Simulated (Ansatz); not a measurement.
The start is a relaxed MoRu cell shaken by Gaussian noise of σ = 0.08 Å a coordinate. The structure is fully relaxed (lattice and positions, P = 0) with PBE (plane waves to 420 eV, PAW, scalar-relativistic; Ansatz, an electronic-structure program). First-step values are on the input's coarse k-mesh.

Ansatz input (later rounds restart from its end on a renewed k-mesh):
Ansatz 0.2 input:
```yaml
crystal:
  lattice:
    - [9.9106819281, 0, 0]
    - [0, 2.762980078, 0]
    - [0, 0, 4.5329800556]
  atoms:
    - { symbol: Mo, position: [0.8443555577, 0.7261821971, 0.8770183612] }
    - { symbol: Mo, position: [0.3499750727, 0.7725089267, 0.58480576] }
    - { symbol: Mo, position: [0.152346846, 0.1959120417, 0.1091135993] }
    - { symbol: Mo, position: [0.6578401296, 0.2310733077, 0.3841381357] }
    - { symbol: Ru, position: [0.6129491986, 0.7422018915, 0.8702671358] }
    - { symbol: Ru, position: [0.0934177618, 0.6844630753, 0.5981175779] }
    - { symbol: Ru, position: [0.4060509878, 0.2392063669, 0.1158933129] }
    - { symbol: Ru, position: [0.9106257195, 0.2893348883, 0.3737603639] }
basis: { ecutwfc: 420, ecutrho_ratio: 4, xc_grid: 2, fft_grid_basis: typed }
kpoints: { mp_grid: { grid: [4, 12, 7] } }
hamiltonian:
  xc: pbe
  dispersion: none
  pseudopotentials: { kind: paw }
scf: { occupations: { method: fermi_dirac, width: 0.05 } }
relax: { f_tol: 0.01, max_steps: 100, cell: { stress_tol: 0.02 } }
output: { forces: true, stress: true }
```

- Initial pressure = +2.5 GPa (positive: the cell is compressed)
- Largest initial force = 2.84 eV/Å, on Ru6 (atoms numbered as listed)
- Energy released = 0.31 eV/atom
- Shortest distances (start → end) = The closest pairs of elements (up to four, under 3.6 Å), start → end: Mo–Ru 2.29 → 2.69 Å; Ru–Ru 2.35 → 2.67 Å; Mo–Mo 2.76 → 2.67 Å
- Band gap at the end = zero (metallic)
- Optimiser moves = 20

Final structure:

```cif
data_Mo4Ru4
_chemical_formula_sum 'Mo4 Ru4'
_space_group_name_H-M_alt 'Pmn21'
_space_group_IT_number 31
_space_group_name_Hall 'P 2ac -2'
_cell_length_a 2.76569
_cell_length_b 4.78757
_cell_length_c 8.95122
_cell_angle_alpha 90.000
_cell_angle_beta 90.000
_cell_angle_gamma 90.000
loop_
_space_group_symop_operation_xyz
  'x, y, z'
  '-x+1/2, -y, z+1/2'
  '-x, y, z'
  'x+1/2, -y, z+1/2'
loop_
_atom_site_label
_atom_site_type_symbol
_atom_site_symmetry_multiplicity
_atom_site_Wyckoff_symbol
_atom_site_fract_x
_atom_site_fract_y
_atom_site_fract_z
_atom_site_occupancy
Mo1 Mo 2 a 0.50000 0.26525 0.36865 1
Mo2 Mo 2 a 0.00000 0.07883 0.63429 1
Ru1 Ru 2 a 0.00000 0.41907 0.12483 1
Ru2 Ru 2 a 0.00000 0.74959 0.38602 1
```

Final values are on a 17×10×6 k-mesh of the relaxed cell. No spin polarisation in the result.

The relaxed structure here is a generated cell of MoRu: the first start was made by placing the elements on the sites of a structure type, and the end was not matched to a known phase here, so it may be hypothetical.
